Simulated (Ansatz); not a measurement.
# Os (hcp, Mg type): frozen-phonon scan

Starting cell, Os (hcp, Mg type):

```
Os
1.0
    5.50973     0.00000     0.00000
   -1.37743     2.38578     0.00000
    0.00000     0.00000     4.34443
Os
4
Cartesian
  0.00000   1.59052   3.25832
  2.75486   1.59052   3.25832
  1.37743   0.79526   1.08611
  4.13229   0.79526   1.08611
```

A phonon eigenvector at M = (0.5, 0.0, 0.0) is frozen into this cell: atom i moves by Q times the vector below, so Q is the largest atomic displacement, in Å. The cell is held. (q is in reciprocal vectors of the primitive cell; the cell shown is doubled to hold the pattern.)

```json
[
 {"atom": "Os1", "x": "0.000", "y": "0.000", "z": "-1.000"},
 {"atom": "Os2", "x": "0.000", "y": "0.000", "z": "1.000"},
 {"atom": "Os3", "x": "0.000", "y": "0.000", "z": "-1.000"},
 {"atom": "Os4", "x": "0.000", "y": "0.000", "z": "1.000"}
]
```

Calculation: PBE (plane waves to 420 eV, PAW, scalar-relativistic; Ansatz, a program for electronic structure). k mesh 19×19×11 (Γ-centred), Fermi-Dirac smearing 0.05 eV. The energy includes the smearing's −TS. Stress and pressure are positive under compression. With partly filled bands, energies and forces of such displacements shift with the k mesh and the smearing. Os is run without spin polarisation. Os was relaxed with its symmetry unable to fall. Spin-orbit coupling is left out, though Os is heavy. The PAW data are Ansatz's earlier set. The zero of ΔE is the undisplaced structure.

| Q (Å) | ΔE (eV/cell) | P (GPa) | −dE/dQ from forces (eV/Å) |
|---|---|---|---|
| -0.280 | 2.765 | 24.2 | 19.900 |
| -0.233 | 1.907 | 16.6 | 16.781 |
| -0.187 | 1.204 | 10.5 | 13.364 |
| -0.140 | 0.662 | 5.8 | 9.848 |
| -0.093 | 0.286 | 2.6 | 6.289 |
| -0.047 | 0.070 | 0.7 | 3.020 |
| 0.000 | 0.000 | 0.0 | 0.000 |
| 0.047 | 0.070 | 0.7 | -3.020 |
| 0.093 | 0.286 | 2.6 | -6.289 |
| 0.140 | 0.662 | 5.8 | -9.848 |
| 0.187 | 1.204 | 10.5 | -13.364 |
| 0.233 | 1.907 | 16.6 | -16.781 |
| 0.280 | 2.765 | 24.2 | -19.900 |

Derived quantities:

Energy at Q = 0.280 Å: 2765 meV/cell
Space group of the distorted cell: Pnnm (No. 58), lowered from P6_3/mmc
Symmetry of the curve: even: the same for both signs
Shape of the curve: a single well with its minimum at or next to zero displacement
Harmonic wavenumber from the curvature (finite differences): 151 cm⁻¹
Wavenumber by perturbation theory (DFPT, on another k mesh): 151 cm⁻¹

(A displaced cell: forces are minus the slopes of the energy, force constants its curvatures, and phonons follow from these.)
